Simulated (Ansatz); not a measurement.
## Na2Pd2Se3: rattling a relaxed structure

The structure comes from a generated guess, relaxed at this level; another structure or a mixture of phases may lie lower.

Method: DFT PBE, scalar-relativistic, plane waves, PAW (Ansatz). Plane waves to 420 eV, a k mesh through Γ of 6×6×6 on the computed 7-atom cell and Gaussian smearing (0.10 eV); no spin polarisation.

The cell below (7 atoms, space group P4/mmm (No. 123)) is relaxed within its symmetry.

```
CELL_PARAMETERS angstrom
5.28657 0.00000 0.00000
0.00000 5.28657 0.00000
0.00000 0.00000 5.69689
ATOMIC_POSITIONS crystal
Na 0.50000 0.00000 0.00000
Na 0.00000 0.50000 0.00000
Pd 0.00000 0.00000 0.50000
Pd 0.50000 0.50000 0.50000
Se 0.50000 0.00000 0.50000
Se 0.00000 0.50000 0.50000
Se 0.00000 0.00000 0.00000
```

For the test it was strained at random (σ = 1.5 % a component), the atoms were moved at random (σ = 0.15 Å), and all was relaxed again on a coarse 4×4×4 mesh (in the run’s order of axes) with 0.20 eV smearing, with no symmetry imposed.

Q: Is the structure stable against such a distortion?

A: It doesn't return. The energy falls by 45 meV/atom on that mesh, the volume changes by -9.4 %, and the end has space group Amm2 (No. 38) at a loose tolerance. Relaxed again on an 8×6×6 mesh with 0.10 eV smearing, the new structure lies 108 meV/atom below the first (mesh in the axes of the run's cell; the cell below is made exact in the group named). Space group Cmmm (No. 65), orthorhombic, a = 6.830 Å, b = 9.600 Å, c = 4.538 Å. Na has 6 Se at 2.95–2.99 Å, 4 Pd at 3.32 Å and 2 Na at 3.41 Å; Pd is surrounded by 4 Se at 2.53–2.64 Å, 1 Pd at 2.69 Å and 4 Na at 3.32 Å; Se on a site of symmetry m2m is surrounded by 2 Pd at 2.53 Å, 1 Se at 2.91 Å and 4 Na at 2.99 Å; Se on a site of symmetry mmm is surrounded by 4 Pd at 2.64 Å and 4 Na at 2.95 Å.

```cif
data_structure
_symmetry_space_group_name_H-M 'Cmmm'
_symmetry_Int_Tables_number 65
_cell_length_a 6.8297
_cell_length_b 9.6001
_cell_length_c 4.5384
_cell_angle_alpha 90.000
_cell_angle_beta 90.000
_cell_angle_gamma 90.000
_cell_volume 297.56
loop_
_atom_site_label
_atom_site_type_symbol
_atom_site_symmetry_multiplicity
_atom_site_Wyckoff_symbol
_atom_site_fract_x
_atom_site_fract_y
_atom_site_fract_z
_atom_site_occupancy
Na1 Na 4 e 0.25000 0.75000 0.00000 1
Pd1 Pd 4 h 0.69724 0.00000 0.50000 1
Se1 Se 4 j 0.50000 0.65146 0.50000 1
Se2 Se 2 b 0.50000 0.00000 0.00000 1
```
